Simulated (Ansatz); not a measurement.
A distorted cell of Al (fcc, Cu type):

```yaml
crystal:
  lattice:
    - [0.00000, 4.03999, 4.03999]
    - [2.01999, 0.00000, 2.01999]
    - [2.01999, 2.01999, 0.00000]
  atoms:
    - { symbol: Al, position: [0.98571, 0.00953, 0.00953] }
    - { symbol: Al, position: [0.51429, 0.99047, 0.99047] }
```

Computed with PBE (plane waves to 420 eV, PAW, scalar-relativistic; Ansatz, an electronic-structure program). k mesh 10×20×20 (Γ-centred), Fermi-Dirac smearing 0.05 eV. Compression counts positive. With partly filled bands, energies and forces of such displacements shift with the k mesh and the smearing. Al was relaxed with its symmetry unable to fall. The PAW data are Ansatz's earlier set.

Question: What forces act on the atoms (eV/Å, Cartesian)?

Answer: 
```csv
atom,Fx,Fy,Fz
Al1,-0.397,0.397,0.397
Al2,0.397,-0.397,-0.397
```

Question: Give the stress tensor in GPa and the pressure.

Answer: 
```
    0.7     -0.2     -0.2
   -0.2      0.7      0.2
   -0.2      0.2      0.7
```
The pressure, a third of the trace, is 0.7 GPa.

(For displaced atoms, the force is minus the slope of the energy, and its curvature is a force constant, which sets phonon frequencies.)
